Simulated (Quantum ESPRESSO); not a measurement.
# Mg4GaZn2ClS6Se: finding a planted mistake in a log

Simulated, not a measurement. The program is pw.x of Quantum ESPRESSO 7.5 (plane-wave density functional theory). The cell is made up: 15 atoms on a doubled zincblende/diamond lattice with one site empty, with randomly drawn elements, strain and displacements, not relaxed. PseudoDojo standard norm-conserving files (v0.5 for PBE, v0.4.1 for LDA and PBEsol) set the functional; there is no spin polarisation, spin-orbit coupling or dispersion term, and the masses in the input are unused placeholders.

Intended input:

```
&control calculation='scf', pseudo_dir='./dojo.nc.sr.pbe.v0_5.standard.upf', outdir='./o', disk_io='low', tprnfor=.true., tstress=.true. /
&system ibrav=0, nat=15, ntyp=6, nbnd=82, ecutwfc=85.99341389, nosym=.true., tot_charge=0,
 occupations='smearing', smearing='fd', degauss=0.0018374661
/
&electrons conv_thr=7.350e-09, electron_maxstep=60, /
ATOMIC_SPECIES
Cl 1.0 Cl.upf
Ga 1.0 Ga.upf
Mg 1.0 Mg.upf
S 1.0 S.upf
Se 1.0 Se.upf
Zn 1.0 Zn.upf
CELL_PARAMETERS angstrom
5.4592 0.0532 0.0086
0.0532 5.5302 -0.0929
0.0172 -0.1858 10.8319
ATOMIC_POSITIONS angstrom
Mg -0.0265 0.0028 -0.2162
Ga 0.1501 2.8643 2.6111
Mg 2.9402 2.589 -0.0885
Zn 0.0555 -0.049 5.5306
Mg 0.224 2.5629 7.8908
Mg 2.8429 -0.0461 8.1006
Zn 2.8647 2.6302 5.3058
Cl 1.3884 1.3891 1.4799
S 1.3895 3.9256 3.9806
Se 4.2183 1.2888 4.0609
S 4.0627 4.1344 1.2978
S 1.412 1.3503 6.6513
S 1.3811 3.8569 9.436
S 4.2191 1.2721 9.4723
S 3.9928 3.9922 6.7637
K_POINTS automatic
4 4 2 1 1 1
```

The log is shortened where brackets say so; the opening notice, blank lines, dates and the lines on written files are dropped, and the path of the files is cut. It prints rydbergs, bohrs and kilobars, and counts compression as positive stress. Where no state is partly filled, the Fermi energy that it prints is only some level between the filled and the empty states on the mesh, and need not lie in the true gap.

Log of the intended run:

```
     Program PWSCF v.7.5
     Parallel version (MPI & OpenMP), running on       4 processor cores
     Number of MPI processes:                 4
     Threads/MPI process:                     1
     [start-up lines left out]
     bravais-lattice index     =            0
     lattice parameter (alat)  =      10.3169  a.u.
     unit-cell volume          =    2205.9918 (a.u.)^3
     number of atoms/cell      =           15
     number of atomic types    =            6
     number of electrons       =       152.00
     number of Kohn-Sham states=           82
     kinetic-energy cutoff     =      85.9934  Ry
     charge density cutoff     =     343.9737  Ry
     scf convergence threshold =      7.3E-09
     mixing beta               =       0.7000
     number of iterations used =            8  plain     mixing
     Exchange-correlation= PBE
                           (   1   4   3   4   0   0   0)
     [axes and pseudopotential details left out]
   Cartesian axes
     site n.     atom                  positions (alat units)
         1        Mg     tau(   1) = (  -0.0048540   0.0005129  -0.0396009  )
         2        Ga     tau(   2) = (   0.0274935   0.5246484   0.4782702  )
         3        Mg     tau(   3) = (   0.5385508   0.4742222  -0.0162104  )
         4        Zn     tau(   4) = (   0.0101658  -0.0089752   1.0130295  )
         5        Mg     tau(   5) = (   0.0410297   0.4694415   1.4453428  )
         6        Mg     tau(   6) = (   0.5207286  -0.0084440   1.4837715  )
         7        Zn     tau(   7) = (   0.5247217   0.4817687   0.9718533  )
         8        Cl     tau(   8) = (   0.2543106   0.2544388   0.2710705  )
         9        S      tau(   9) = (   0.2545121   0.7190447   0.7291189  )
        10        Se     tau(  10) = (   0.7726580   0.2360670   0.7438273  )
        11        S      tau(  11) = (   0.7441570   0.7572902   0.2377156  )
        12        S      tau(  12) = (   0.2586334   0.2473319   1.2183060  )
        13        S      tau(  13) = (   0.2529735   0.7064610   1.7283742  )
        14        S      tau(  14) = (   0.7728045   0.2330081   1.7350232  )
        15        S      tau(  15) = (   0.7313536   0.7312437   1.2388941  )
     number of k points=    16  Fermi-Dirac smearing, width (Ry)=  0.0018
                       cart. coord. in units 2pi/alat
        k(    1) = (   0.1235926   0.1243615   0.1279413), wk =   0.1250000
        k(    2) = (   0.1240311   0.1201226  -0.1241408), wk =   0.1250000
     [further k points left out]
     Dense  grid:   237669 G-vectors     FFT dimensions: (  64,  64, 125)
     Estimated max dynamical RAM per process >     619.47 MB
     Estimated total dynamical RAM >       2.25 GB
     Initial potential from superposition of free atoms
     starting charge     151.9936, renormalised to     152.0000
     Starting wfcs are   86 randomized atomic wfcs
     total cpu time spent up to now is        5.8 secs
     per-process dynamical memory:   415.3 Mb
     Self-consistent Calculation
     iteration #  1     ecut=    85.99 Ry     beta= 0.70
     Davidson diagonalization with overlap
     ethr =  1.00E-02,  avg # of iterations =  5.9
     Threshold (ethr) on eigenvalues was too large:
     Diagonalizing with lowered threshold
     Davidson diagonalization with overlap
     ethr =  6.61E-04,  avg # of iterations =  1.6
     total cpu time spent up to now is       31.2 secs
     total energy              =   -1872.26834353 Ry
     estimated scf accuracy    <       0.97428601 Ry
     iteration #  2     ecut=    85.99 Ry     beta= 0.70
     Davidson diagonalization with overlap
     ethr =  6.41E-04,  avg # of iterations =  5.4
     total cpu time spent up to now is       45.7 secs
     total energy              =   -1872.52771230 Ry
     estimated scf accuracy    <       0.37291350 Ry
     [iterations 3 to 9 left out]
     iteration # 10     ecut=    85.99 Ry     beta= 0.70
     Davidson diagonalization with overlap
     ethr =  2.53E-10,  avg # of iterations =  2.8
     total cpu time spent up to now is      160.1 secs
     total energy              =   -1872.61232198 Ry
     estimated scf accuracy    <       0.00000003 Ry
     iteration # 11     ecut=    85.99 Ry     beta= 0.70
     Davidson diagonalization with overlap
     ethr =  2.13E-11,  avg # of iterations =  3.0
     total cpu time spent up to now is      178.5 secs
     End of self-consistent calculation
     [lines on levels left out]
     the Fermi energy is     6.5480 ev
!    total energy              =   -1872.61232199 Ry
     estimated scf accuracy    <          4.4E-09 Ry
     smearing contrib. (-TS)   =      -0.00000000 Ry
     internal energy E=F+TS    =   -1872.61232199 Ry
     The total energy is F=E-TS. E is the sum of the following terms:
     one-electron contribution =   -1618.30631396 Ry
     hartree contribution      =     833.89490173 Ry
     xc contribution           =    -291.11602984 Ry
     ewald contribution        =    -797.08487992 Ry
     convergence has been achieved in  11 iterations
     Forces acting on atoms (cartesian axes, Ry/au):
     atom    1 type  3   force =     0.00805964   -0.05354311    0.08609094
     atom    2 type  2   force =    -0.09989466    0.00967041    0.02193955
     atom    3 type  3   force =    -0.07374250    0.08180690    0.06994677
     atom    4 type  6   force =    -0.00710608   -0.04625198   -0.02116975
     atom    5 type  3   force =    -0.09456376    0.07139802    0.05586196
     atom    6 type  3   force =    -0.05322662    0.00252784    0.01466068
     atom    7 type  6   force =    -0.02684828    0.02428340   -0.00650159
     atom    8 type  1   force =     0.02388197   -0.03792464   -0.03757852
     atom    9 type  4   force =     0.03715548    0.05486366    0.04050244
     atom   10 type  5   force =     0.00547057   -0.01378746   -0.06661642
     atom   11 type  4   force =     0.04273380    0.00179349    0.01518873
     atom   12 type  4   force =     0.08712495   -0.08558358   -0.03980205
     atom   13 type  4   force =     0.05660250    0.01054730   -0.00358628
     atom   14 type  4   force =     0.03608202   -0.01304810   -0.09772276
     atom   15 type  4   force =     0.05827098   -0.00675214   -0.03121369
     Total force =     0.336987     Total SCF correction =     0.000261
     Computing stress (Cartesian axis) and pressure
          total   stress  (Ry/bohr**3)                   (kbar)     P=       67.85
   0.00047455  -0.00025952  -0.00010208           69.81      -38.18      -15.02
  -0.00025952   0.00047505   0.00041709          -38.18       69.88       61.36
  -0.00010208   0.00041709   0.00043417          -15.02       61.36       63.87
     init_run     :      5.39s CPU      5.63s WALL (       1 calls)
     electrons    :    170.12s CPU    172.75s WALL (       1 calls)
     forces       :      2.36s CPU      2.40s WALL (       1 calls)
     stress       :      6.97s CPU      7.11s WALL (       1 calls)
     [timing details left out]
     PWSCF        :   3m 5.03s CPU   3m 8.18s WALL
     JOB DONE.
```

A second run was made from an input with one planted mistake. Its log:

```
     Program PWSCF v.7.5
     Parallel version (MPI & OpenMP), running on       4 processor cores
     Number of MPI processes:                 4
     Threads/MPI process:                     1
     [start-up lines left out]
     bravais-lattice index     =            0
     lattice parameter (alat)  =      10.3169  a.u.
     unit-cell volume          =    2205.9918 (a.u.)^3
     number of atoms/cell      =           15
     number of atomic types    =            6
     number of electrons       =       151.00
     number of Kohn-Sham states=           82
     kinetic-energy cutoff     =      85.9934  Ry
     charge density cutoff     =     343.9737  Ry
     scf convergence threshold =      7.3E-09
     mixing beta               =       0.7000
     number of iterations used =            8  plain     mixing
     Exchange-correlation= PBE
                           (   1   4   3   4   0   0   0)
     [axes and pseudopotential details left out]
   Cartesian axes
     site n.     atom                  positions (alat units)
         1        Mg     tau(   1) = (  -0.0048540   0.0005129  -0.0396009  )
         2        Ga     tau(   2) = (   0.0274935   0.5246484   0.4782702  )
         3        Mg     tau(   3) = (   0.5385508   0.4742222  -0.0162104  )
         4        Zn     tau(   4) = (   0.0101658  -0.0089752   1.0130295  )
         5        Mg     tau(   5) = (   0.0410297   0.4694415   1.4453428  )
         6        Mg     tau(   6) = (   0.5207286  -0.0084440   1.4837715  )
         7        Zn     tau(   7) = (   0.5247217   0.4817687   0.9718533  )
         8        Cl     tau(   8) = (   0.2543106   0.2544388   0.2710705  )
         9        S      tau(   9) = (   0.2545121   0.7190447   0.7291189  )
        10        Se     tau(  10) = (   0.7726580   0.2360670   0.7438273  )
        11        S      tau(  11) = (   0.7441570   0.7572902   0.2377156  )
        12        S      tau(  12) = (   0.2586334   0.2473319   1.2183060  )
        13        S      tau(  13) = (   0.2529735   0.7064610   1.7283742  )
        14        S      tau(  14) = (   0.7728045   0.2330081   1.7350232  )
        15        S      tau(  15) = (   0.7313536   0.7312437   1.2388941  )
     number of k points=    16  Fermi-Dirac smearing, width (Ry)=  0.0018
                       cart. coord. in units 2pi/alat
        k(    1) = (   0.1235926   0.1243615   0.1279413), wk =   0.1250000
        k(    2) = (   0.1240311   0.1201226  -0.1241408), wk =   0.1250000
     [further k points left out]
     Dense  grid:   237669 G-vectors     FFT dimensions: (  64,  64, 125)
     Estimated max dynamical RAM per process >     619.47 MB
     Estimated total dynamical RAM >       2.25 GB
     Initial potential from superposition of free atoms
     starting charge     151.9936, renormalised to     151.0000
     Starting wfcs are   86 randomized atomic wfcs
     total cpu time spent up to now is        6.1 secs
     per-process dynamical memory:   415.3 Mb
     Self-consistent Calculation
     iteration #  1     ecut=    85.99 Ry     beta= 0.70
     Davidson diagonalization with overlap
     ethr =  1.00E-02,  avg # of iterations =  6.1
     Threshold (ethr) on eigenvalues was too large:
     Diagonalizing with lowered threshold
     Davidson diagonalization with overlap
     ethr =  5.51E-04,  avg # of iterations =  2.0
     total cpu time spent up to now is       32.6 secs
     total energy              =   -1872.75222223 Ry
     estimated scf accuracy    <       0.81253022 Ry
     iteration #  2     ecut=    85.99 Ry     beta= 0.70
     Davidson diagonalization with overlap
     ethr =  5.38E-04,  avg # of iterations =  6.9
     total cpu time spent up to now is       47.0 secs
     total energy              =   -1872.86054912 Ry
     estimated scf accuracy    <       0.41466100 Ry
     [iterations 3 to 12 left out]
     iteration # 13     ecut=    85.99 Ry     beta= 0.70
     Davidson diagonalization with overlap
     ethr =  6.02E-11,  avg # of iterations =  2.0
     total cpu time spent up to now is      225.7 secs
     total energy              =   -1873.00485881 Ry
     estimated scf accuracy    <       0.00000004 Ry
     iteration # 14     ecut=    85.99 Ry     beta= 0.70
     Davidson diagonalization with overlap
     ethr =  2.38E-11,  avg # of iterations =  2.0
     total cpu time spent up to now is      241.2 secs
     End of self-consistent calculation
     [lines on levels left out]
     the Fermi energy is     5.0110 ev
!    total energy              =   -1873.00485881 Ry
     estimated scf accuracy    <          4.8E-10 Ry
     smearing contrib. (-TS)   =      -0.00162793 Ry
     internal energy E=F+TS    =   -1873.00323089 Ry
     The total energy is F=E-TS. E is the sum of the following terms:
     one-electron contribution =   -1618.18889592 Ry
     hartree contribution      =     832.58377847 Ry
     xc contribution           =    -290.31323352 Ry
     ewald contribution        =    -797.08487992 Ry
     convergence has been achieved in  14 iterations
     Forces acting on atoms (cartesian axes, Ry/au):
     atom    1 type  3   force =     0.01225641   -0.04689257    0.07692452
     atom    2 type  2   force =    -0.09092714    0.00923386   -0.01698186
     atom    3 type  3   force =    -0.08030583    0.07606869    0.05999479
     atom    4 type  6   force =    -0.00558973   -0.04867170   -0.00547965
     atom    5 type  3   force =    -0.09483339    0.07101762    0.06707202
     atom    6 type  3   force =    -0.05523703    0.00487283    0.02578524
     atom    7 type  6   force =    -0.03209125    0.02464441    0.00926013
     atom    8 type  1   force =     0.01802066   -0.03173661   -0.02570160
     atom    9 type  4   force =     0.02959683    0.04363223    0.04476490
     atom   10 type  5   force =     0.01676090   -0.00743721   -0.06012097
     atom   11 type  4   force =     0.04450905    0.00408452    0.03256012
     atom   12 type  4   force =     0.08483355   -0.08354891   -0.05860879
     atom   13 type  4   force =     0.05612946    0.00893425   -0.00289272
     atom   14 type  4   force =     0.03687818   -0.01184980   -0.09839803
     atom   15 type  4   force =     0.05999933   -0.01235160   -0.04817809
     Total force =     0.333261     Total SCF correction =     0.000111
     Computing stress (Cartesian axis) and pressure
          total   stress  (Ry/bohr**3)                   (kbar)     P=       14.26
   0.00009124  -0.00031211  -0.00009017           13.42      -45.91      -13.27
  -0.00031211   0.00009902   0.00038264          -45.91       14.57       56.29
  -0.00009017   0.00038264   0.00010062          -13.27       56.29       14.80
     init_run     :      5.83s CPU      6.06s WALL (       1 calls)
     electrons    :    232.06s CPU    235.14s WALL (       1 calls)
     forces       :      2.36s CPU      2.41s WALL (       1 calls)
     stress       :      7.10s CPU      7.25s WALL (       1 calls)
     [timing details left out]
     PWSCF        :   4m 7.47s CPU   4m11.09s WALL
     JOB DONE.
```

Question: what was wrong in the second input?

Answer: the cell has the wrong charge. The input lines that differ, file-writing options aside:

```
- &system ibrav=0, nat=15, ntyp=6, nbnd=82, ecutwfc=85.99341389, nosym=.true., tot_charge=0,
+ &system ibrav=0, nat=15, ntyp=6, nbnd=82, ecutwfc=85.99341389, nosym=.true., tot_charge=1,
```

|  | intended run | run with the mistake |
| --- | --- | --- |
| free energy (eV) | -25478.189 | -25483.529 |
| smearing term -TS (eV) | 0.0000 | -0.0221 |
| pressure (GPa) | 6.79 | 1.43 |
| largest force component (eV/Å) | 2.568 | 2.530 |
| largest change of a force component (eV/Å) |  | 1.001 |
| iterations | 11 | 14 |

For scale, a rerun of the intended cell at a cutoff of 1467 eV and k mesh 6 x 6 x 4 moved values by no more than 0.004 eV in energy, 0.02 GPa in stress and 0.005 eV/Å in force. The charged cell sits in a uniform background, so its energy and stress rest on the program's zero of potential.